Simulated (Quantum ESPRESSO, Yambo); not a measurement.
# Levels of theory for the gap of KTaO₃

KTaO$_{3}$ (cubic perovskite, space group Pm-3m, No. 221): one geometry, one set of PBEsol (pw.x of Quantum ESPRESSO, ONCV potentials, with spin-orbit coupling) orbitals, self-energies from Yambo (4×4×4 Γ-centred k mesh, bands 5 to 200 and a 7 Ry block in the screening, 200 bands in G with the Bruneval-Gonze terminator, plasmon pole fitted at 27.2 eV).

The geometry is that of Materials Project entry mp-3614, symmetrised and not relaxed again.

```csv
level,gap R → Γ (eV),direct gap at Γ (eV),rough Yambo cost
PBEsol (Quantum ESPRESSO),2.00,2.58,–
exchange only (Hartree-Fock self-energy on PBEsol orbitals),12.72,13.11,about 1/20 (11 states)
static COHSEX@PBEsol,4.21,4.82,within a factor of two (3 states)
"G0W0@PBEsol, plasmon pole",3.62,4.25,1 (11 states)
```

Bare exchange has no screening and gives the widest gap; static COHSEX screens it but leaves out the frequency dependence, which G0W0 restores.

Costs are rough ratios of core time on shared machines.

Nearest settings tried, and what they do to the gap: 134 bands in W, 134 bands in G: +59 meV; 1 Ry block (19 vectors against 171): +672 meV; 2×2×2 mesh: -130 meV. So the settings aren't converged at that level.

The cell is held in this high symmetry; tilts and polar distortions were not searched.
